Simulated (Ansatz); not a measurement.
# Computed properties of GeS

GeS:
```
CELL_PARAMETERS angstrom
      4.62193     0.00000     0.00000
      0.00000     4.62193     0.00000
      0.00000     0.00000     3.97818
ATOMIC_POSITIONS crystal
  Ge 0.50000 0.00000 0.27522
  Ge 0.00000 0.50000 0.72478
  S  0.00000 0.00000 0.00000
  S  0.50000 0.50000 0.00000
```

Space group P4/nmm (No. 129); conventional cell a = b = 4.6219 Å, c = 3.9782 Å, α = β = γ = 90.00°.

Method: the program Ansatz at the PBE+D3(BJ) level (PAW). The cell and atoms are relaxed at this level. Other levels are named where they apply.

Cell and energy:

- Volume per atom: 21.25 Å³
- Density: 4.09 g/cm³
- Formation energy from the elements (no fitted shifts): -0.13 eV/atom

Electronic structure:

- Band gap: 0.23 eV (indirect)
- Valence-band maximum: off the standard path, at k = (0.000, 0.315, 0.289) in fractions of the reciprocal vectors
- Conduction-band minimum: off the standard path, at k = (0.198, 0.199, 0.339) in fractions of the reciprocal vectors
- Smallest direct gap on the standard path: 0.54 eV
- Electron effective mass: 0.11, 0.30, 0.70 mₑ (principal values)
- Electron effective mass with spin–orbit coupling: 0.11, 0.30, 0.70 mₑ (principal values)
- Hole effective mass: 0.23, 0.72, 0.72 mₑ (principal values)
- Hole effective mass with spin–orbit coupling: 0.23, 0.72, 0.72 mₑ (principal values)
- Gap with spin–orbit coupling: 0.23 eV

A made-up cell: these elements were put on the sites of a structure type; neither database checked (COD, Materials Project) lists it. COD files the formula under space group No. 62. Its standing as an ambient phase is unchecked. The PBE+D3(BJ) relaxation kept the symmetry of its start; whether a distortion lowers the energy is not shown. The references are the lowest solids computed at this level, not always the standard phases. Spin–orbit coupling is left out wherever it is not named.

Potentials: the earlier of the program's two PAW sets.
